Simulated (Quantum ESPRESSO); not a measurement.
# Planted mistakes on one cell of Si3FNO4

Calculated results; nothing here was measured. They come from pw.x of Quantum ESPRESSO 7.5, a plane-wave density functional program, with PseudoDojo standard norm-conserving files (v0.5 for PBE, v0.4.1 for LDA and PBEsol). The cells are made up: elements, strain and atom displacements were drawn at random, and nothing was relaxed. There is no spin polarisation, spin-orbit coupling or dispersion term.

The cell has 9 sites of a quartz lattice. Sites 1 to 3 hold Si Si Si; sites 4 to 9 hold F N O O O O. Cell vectors in Å: (4.837, 0.014, -0.018); (-2.407, 4.314, 0.037); (-0.020, 0.035, 5.333). Settings: PBE, cutoff 1143 eV, 5 x 5 x 4 k mesh shifted by half a step, Fermi-Dirac smearing of 0.025 eV.

The intended run has a self-consistency threshold of 1e-07 eV, a smearing term of 0.000 eV, a pressure of 18.98 GPa and 12 iterations. Each further run changes one thing: all lengths scaled by 1.0119; atoms of sites 4 and 6 exchanged; cutoff 699 eV; files of PBEsol; k mesh 1 x 1 x 1; one electron removed; smearing 0.69 eV; threshold 0.4 eV. A coarse mesh keeps the shift, and a charged cell sits in a uniform background.

```
run  change of free energy (eV)  smearing term -TS (eV)  change of P (GPa)  largest change of a force component (eV/Å)  iterations
  A                       8.730                   0.000              -3.33                                       0.114          12
  B                       0.026                   0.000               3.60                                       0.110           4
  C                      -3.737                  -0.012             -13.88                                       2.765          13
  D                       0.159                   0.000               0.64                                       0.718          12
  E                       3.141                   0.000             -23.70                                       0.079          11
  F                       1.386                   0.000              -0.93                                       6.674          12
  G                      -0.379                   0.000              -7.65                                       0.589          12
  H                      -0.076                  -0.384               0.60                                       0.189          11
```

A rerun of the intended cell at 1437 eV and k mesh 7 x 7 x 6 moved values by no more than 0.002 eV in the cell's energy, 0.02 GPa in stress and 0.002 eV/Å in force.

Question: which change belongs to which run?

## Worked reading

Run B has the fewest iterations, as a run stopped early does. Run H has the largest smearing term, as wide smearing gives. Run E has a higher energy and the largest fall in pressure, as too small a basis gives. Run G changes the volume by a factor of 1.0361; minus its pressure change over the logarithm of that factor, 216 GPa, is a rough bulk modulus with clamped atoms. Energies from files of another functional, or of a charged cell, have another zero and say nothing on stability; the pressure of a charged cell rests on the program's zero of potential too.

## Key

```
run,change
A,files of PBEsol
B,threshold 0.4 eV
C,one electron removed
D,k mesh 1 x 1 x 1
E,cutoff 699 eV
F,atoms of sites 4 and 6 exchanged
G,all lengths scaled by 1.0119
H,smearing 0.69 eV
```